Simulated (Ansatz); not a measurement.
# SiGe₃Ru₂: from a guess to a relaxed structure

Level of theory: DFT PBE, scalar-relativistic, plane waves, PAW (Ansatz). Cutoff 420 eV, Gaussian smearing, Γ-centred meshes. Cell and atoms relax first on a coarse mesh and then on a finer one. In between, the cell is made exact in the group found at 0.06 Å. In metals the finer mesh still leaves noise of several meV/atom or more. The steps can't lower the symmetry of their start. No spin polarisation in the relaxation; trial moments died out in a coarse test.

The guess for SiGe₃Ru₂ was made by a generator: random cell by space group and Wyckoff sites (P4/mmm, No. 123). The dimensions are guesses.

```cif
data_structure
_symmetry_space_group_name_H-M 'P4/mmm'
_symmetry_Int_Tables_number 123
_cell_length_a 3.9829
_cell_length_b 3.9829
_cell_length_c 7.1992
_cell_angle_alpha 90.000
_cell_angle_beta 90.000
_cell_angle_gamma 90.000
_cell_volume 114.21
loop_
_atom_site_label
_atom_site_type_symbol
_atom_site_symmetry_multiplicity
_atom_site_Wyckoff_symbol
_atom_site_fract_x
_atom_site_fract_y
_atom_site_fract_z
_atom_site_occupancy
Si1 Si 1 a 0.00000 0.00000 0.00000 1
Ge1 Ge 2 h 0.50000 0.50000 0.70442 1
Ge2 Ge 1 c 0.50000 0.50000 0.00000 1
Ru1 Ru 2 e 0.00000 0.50000 0.50000 1
```

Formation energies are uncorrected and refer to the elements' standard structures at the same level.

Question: Which structure results?

Answer: The symmetry stays P4/mmm (No. 123). The volume per atom grows by 3.5 %, from 19.0 to 19.7 Å³. The shortest distance goes from 2.13 Å (Ge–Ge) to 2.57 Å (Si–Ge and Ru–Ru). The ratio c/a of the conventional cell changes by a factor of 1.37. The energy falls by about 0.39 eV/atom (the start's value is from the coarse mesh). Conventional cell: a = 3.629 Å, c = 8.977 Å. Si has 4 Ge at 2.57 Å; around Ge on a site of symmetry 4mm lie 4 Ru at 2.59 Å and 1 Ge at 2.64 Å; Ge on a site of symmetry 4/mmm is surrounded by 4 Si at 2.57 Å and 2 Ge at 2.64 Å; Ru has 4 Ru at 2.57 Å and 4 Ge at 2.59 Å.

```
CELL_PARAMETERS angstrom
3.62934 0.00000 0.00000
0.00000 3.62934 0.00000
0.00000 0.00000 8.97691
ATOMIC_POSITIONS crystal
Si 0.00000 0.00000 0.00000
Ge 0.50000 0.50000 0.70589
Ge 0.50000 0.50000 0.29411
Ge 0.50000 0.50000 0.00000
Ru 0.00000 0.50000 0.50000
Ru 0.50000 0.00000 0.50000
```

Question: Give its energy and gap.

Answer: The formation energy is +0.53 eV/atom and the gap on the 10×10×4 mesh of the 6-atom cell is 0 eV (a metal).

A positive value: parting into the elements would lower its energy.

The last run used Gaussian smearing of 0.10 eV. A structure relaxed within its symmetry needn't be a true minimum. In all, the 4 runs took 4.4 min on 1 thread of Arm Neoverse V1, with other jobs on the host. Another cell of SiGe3Ru2 relaxed alike, in P-4m2, lies 0.67 eV/atom lower, so this cell isn't the stable form at this level.
